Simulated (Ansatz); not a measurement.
System: CeO2 (fluorite type), 3 atoms in the cell.

The calculation used PBE, plane waves, PAW datasets (earlier set, tuned by hand) (Ansatz).

Cutoff 930 eV; k-mesh 6×6×6 Γ-centred; Fermi–Dirac smearing of 0.02 eV; no spin polarisation; no spin–orbit coupling.

```
CELL_PARAMETERS angstrom
0.00000 2.73000 2.73000
2.73000 0.00000 2.73000
2.73000 2.73000 0.00000
ATOMIC_POSITIONS crystal
Ce 0.00000 0.00000 0.00000
O 0.25000 0.25000 0.25000
O 0.75000 0.75000 0.75000
```

(1) What pressure does the calculation give?

Results:

(1) The pressure is 0.49 GPa, so at these settings the cell is compressed and would expand.

The stress includes the program's correction for the finite plane-wave basis.
